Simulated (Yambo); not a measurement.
Yambo run on Li$_{4}$MgN$_{3}$H$_{3}$ (space group Imm2, No. 44). The wavefunctions are norm-conserving LDA (Quantum ESPRESSO, 84 Ry, without SOC) ones on a 4×4×4 mesh (20 occupied bands); a = b = c = 6.1496 Å, α = 145.09°, β = 59.01°, γ = 134.02°.

Yambo input:

```
rim_cut
HF_and_locXC
RandQpts= 1000000
RandGvec= 1 Ry
EXXRLvcs= 84 Ry
VXCRLvcs= 336 Ry
% QPkrange
 1 | 1 | 20 | 21 |
 3 | 3 | 20 | 21 |
 8 | 8 | 20 | 21 |
 10 | 10 | 20 | 21 |
 11 | 11 | 20 | 21 |
 18 | 18 | 20 | 21 |
%
```

k points by index: 1 = Γ, 3 = (0, 0, -0.5), 8 = (0, -0.5, 0), 10 = (0, -0.5, -0.5), 11 = (0.25, 0.25, 0.25), 18 = (-0.5, -0.5, -0.5).

The o-*.hf file then holds:

```
#    K-point    Band    Eo [eV]    Ehf [eV]    Vxc [eV]    Vnlxc [eV]
#
    1    20    0.000000    -3.907745    -16.08564    -19.99338
    1    21    2.497138    6.877468    -10.85156    -6.471231
    3    20    -0.978581    -5.072077    -14.62204    -18.71554
    3    21    3.105685    7.531904    -8.738900    -4.312681
    8    20    -0.786409    -4.950511    -15.28765    -19.45176
    8    21    5.136052    10.37030    -11.02012    -5.785875
    10    20    -0.578801    -4.673538    -15.41753    -19.51227
    10    21    3.893489    8.818591    -11.24922    -6.324121
    11    20    -0.872987    -5.007840    -15.23186    -19.36671
    11    21    5.251484    10.11053    -10.35594    -5.496893
    18    20    -0.174288    -4.149271    -15.73151    -19.70649
    18    21    2.813925    7.167189    -8.607534    -4.254270
```
Exchange alone, without screening.

Geometry of the Materials Project entry, not relaxed at this level.

The structure is a Materials Project entry; no match was found in the copy of COD used, and its stability was not checked.
